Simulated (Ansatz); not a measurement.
Mg:
```cif
data_Mg2
_chemical_formula_sum 'Mg2'
_space_group_name_H-M_alt 'P63/mmc'
_space_group_IT_number 194
_space_group_name_Hall '-P 6c 2c'
_cell_length_a 3.14658
_cell_length_b 3.14658
_cell_length_c 5.03802
_cell_angle_alpha 90.000
_cell_angle_beta 90.000
_cell_angle_gamma 120.000
loop_
_atom_site_label
_atom_site_type_symbol
_atom_site_symmetry_multiplicity
_atom_site_Wyckoff_symbol
_atom_site_fract_x
_atom_site_fract_y
_atom_site_fract_z
_atom_site_occupancy
Mg1 Mg 2 c 0.33333 0.66667 0.25000 1
```

Relaxed with LDA.

**Question.** Decompose the optical modes at the zone centre into irreducible representations, and say which are infrared and Raman allowed.

**Answer.** Point group 6/mmm: Γ_opt = B1g + E2g. Infrared: none. Raman: E2g.

**Question.** Assign frequencies (DFPT, the program Ansatz at the LDA level (PAW)).

**Answer.** E2g 133, B1g 262 cm⁻¹.

Subscripts of B labels follow the axes of the standard setting.

Space group P6_3/mmc (hcp (Mg type)). The LDA relaxation kept the symmetry of its start; of distortions, only those at the zone centre were tested. As this level gives no gap, phonon frequencies hold no LO–TO term and depend on the k-mesh and smearing (Fermi–Dirac, 0.1 eV here).

Potentials: the earlier of the program's two PAW sets.
